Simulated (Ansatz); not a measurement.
Relaxed ZnO (wurtzite):

```
CELL_PARAMETERS angstrom
      3.27960     0.00000     0.00000
     -1.63980     2.84021     0.00000
      0.00000     0.00000    10.58661
ATOMIC_POSITIONS crystal
  Zn 0.66667 0.33333 0.00108
  Zn 0.66667 0.33333 0.50108
  Zn 0.33333 0.66667 0.25108
  Zn 0.33333 0.66667 0.75108
  O  0.66667 0.33333 0.31152
  O  0.66667 0.33333 0.81152
  O  0.33333 0.66667 0.06152
  O  0.33333 0.66667 0.56152
```

A phonon eigenvector at A = (0.0, 0.0, 0.5) is frozen into this cell: atom i moves by Q times the vector below, so Q is the largest atomic displacement, in Å. The cell is held. It is one choice among 2 degenerate patterns. (q is in reciprocal vectors of the primitive cell; the cell shown is doubled to hold the pattern.)

```
atom      x      y       z
----  -----  -----  ------
Zn1   0.000  0.000   1.000
Zn2   0.000  0.000  -1.000
Zn3   0.000  0.000   0.683
Zn4   0.000  0.000  -0.683
O5    0.000  0.000  -0.308
O6    0.000  0.000   0.308
O7    0.000  0.000   0.842
O8    0.000  0.000  -0.842
```

Calculation: PBE (plane waves to 420 eV, PAW, scalar-relativistic; Ansatz, a quantum-chemistry and plane-wave program). k mesh 12×12×3 (Γ-centred), Fermi-Dirac smearing 0.05 eV. Energies are smeared free energies. ZnO was relaxed with its symmetry unable to fall. The zero of ΔE is the undisplaced structure.

```
Q (Å)   ΔE (eV/cell)
------  ------------
-0.180         0.400
-0.120         0.177
-0.060         0.044
0.000          0.000
0.060          0.044
0.120          0.177
0.180          0.400
```

### Question
Which DFPT wavenumber at A = (0.0, 0.0, 0.5) belongs to this mode?
A) 69 cm⁻¹
B) 175 cm⁻¹
C) 515 cm⁻¹
D) 379 cm⁻¹

### Answer
B, 175 cm⁻¹. The curvature of the scan gives 175 cm⁻¹

(A displaced cell: forces are minus the slopes of the energy, force constants its curvatures, and phonons follow from these.)
